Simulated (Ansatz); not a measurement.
Li8La7Ge10: field gradients at two levels of theory

Cell: a measured structure from the Crystallography Open Database (COD), ions relaxed with PBE at fixed cell.

```
CELL_PARAMETERS angstrom
3.48760 -17.01450 0.00000
3.48760 17.01450 0.00000
0.00000 0.00000 4.51720
ATOMIC_POSITIONS crystal
Li 0.11476 0.26424 0.50000
Li 0.88524 0.73576 0.50000
Li 0.26424 0.11476 0.50000
Li 0.73576 0.88524 0.50000
Li 0.16965 0.45709 0.00000
Li 0.83035 0.54291 0.00000
Li 0.45709 0.16965 0.00000
Li 0.54291 0.83035 0.00000
La 0.83990 0.16010 0.50000
La 0.16010 0.83990 0.50000
La 0.72118 0.27882 0.50000
La 0.27882 0.72118 0.50000
La 0.55806 0.44194 0.00000
La 0.44194 0.55806 0.00000
La 0.00000 0.00000 0.00000
Ge 0.96550 0.39687 0.00000
Ge 0.03450 0.60313 0.00000
Ge 0.39687 0.96550 0.00000
Ge 0.60313 0.03450 0.00000
Ge 0.62670 0.37330 0.50000
Ge 0.37330 0.62670 0.50000
Ge 0.90600 0.09400 0.00000
Ge 0.09400 0.90600 0.00000
Ge 0.31705 0.31705 0.50000
Ge 0.68295 0.68295 0.50000
```

Sites (sets of like atoms) are named by element and the number of their first atom in this list.

First run. Level of theory: DFT, PBE, plane waves and PAW, scalar-relativistic, 420 eV cutoff, Γ-centred 5×5×7 k-points, Fermi–Dirac smearing 0.05 eV (Ansatz 0.2.0).

| site | atom | V_zz (10²¹ V/m²) | η |
| --- | --- | --- | --- |
| Li1 | 1 | 0.045 | 0.10 |
| Li5 | 5 | -0.056 | 0.58 |
| La9 | 9 | 7.49 | 0.31 |
| La11 | 11 | 5.33 | 0.43 |
| La13 | 13 | 8.67 | 0.04 |
| La15 | 15 | 7.46 | 0.27 |
| Ge16 | 16 | -8.05 | 0.70 |
| Ge20 | 20 | 7.46 | 0.27 |
| Ge22 | 22 | 7.87 | 0.07 |
| Ge24 | 24 | 8.25 | 0.23 |

Second run. The same atoms and settings, except that the functional is LDA.

Task: What does the second run give?

Result: 

```tsv
site	atom	V_zz	η	change of V_zz
Li1	1	0.047	0.08	0.00
Li5	5	-0.057	0.55	0.00
La9	9	7.81	0.30	+0.32
La11	11	5.44	0.45	+0.11
La13	13	8.92	0.03	+0.25
La15	15	7.65	0.27	+0.19
Ge16	16	-8.25	0.67	-0.20
Ge20	20	7.57	0.27	+0.11
Ge22	22	8.02	0.07	+0.15
Ge24	24	8.39	0.24	+0.14
```

The largest change of V_zz is on La9, from 7.49 to 7.81. In per cent, |V_zz| changes by +2 to +4 on La, +2 on Ge (all sites that start above 2).

With no gap above 0.1 eV, as in a metal, the gradients converge slowly in k; expect changes of a tenth or more on a denser mesh. Without spin–orbit coupling (the program notes it for La) the gradients can shift somewhat, as the gap is small.
For the first run: With these PAW files V_zz is typically within 2 to 3 % of all-electron values, but misses above 10 % occur on Li.
